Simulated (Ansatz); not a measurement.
## Data sheet: Pr (DFT)

Pr:
```yaml
crystal:
  lattice:
    - [3.01868, 1.49065, 0.00000]
    - [-3.01868, 1.49065, 0.00000]
    - [-1.99521, 0.00000, 4.79275]
  atoms:
    - { symbol: Pr, position: [0.68301, 0.31699, 0.74807] }
    - { symbol: Pr, position: [0.31699, 0.68301, 0.25193] }
```
The run is spin-polarised; directions of the spins, atom by atom: ↑ ↑.

Space group C2/m (No. 12); conventional cell a = 6.037 Å, b = 2.981 Å, c = 5.191 Å, α = 90.00°, β = 112.60°, γ = 90.00°.

Method: the program Ansatz at the PBEsol level (PAW). Geometry: relaxed at this level of theory. Other levels are named where they apply.

### Cell and energy

```json
{
 "volume_per_atom": "21.57 Å³",
 "density": "10.85 g/cm³"
}
```

### Electronic structure

```json
{
 "electronic_character": "metallic (no gap)",
 "Density of states at the Fermi level": "4.7 states/eV per atom (mean over ±0.08 eV)"
}
```

### Magnetism

```json
{
 "magnetic_order": "ferromagnetic",
 "net_moment": "1.73 μB per atom"
}
```

The first step of the workflow began from a Materials Project structure, measured or hypothetical; the Crystallography Open Database copy checked does not list it. It is not the phase usual at ambient conditions (space group No. 194). The PBEsol relaxation kept the symmetry of its start; whether a distortion lowers the energy is not shown. The final state is ferromagnetic, chosen from 2 collinear starts compared on coarse meshes (ties went to the first, and starts can fall back to one state), not a proven ground state. The 4f shell is in the valence, and the state reached may lie above the lowest one. The program gave a warning on the electronic state, which may not be the lowest. No Hubbard U is applied. Axis ratios of metals converge slowly with the k-mesh, so a and c are less sure than the volume. Scalar-relativistic: spin–orbit coupling is off unless named, which matters more the heavier the elements.

Potentials: the later of the program's two PAW sets.
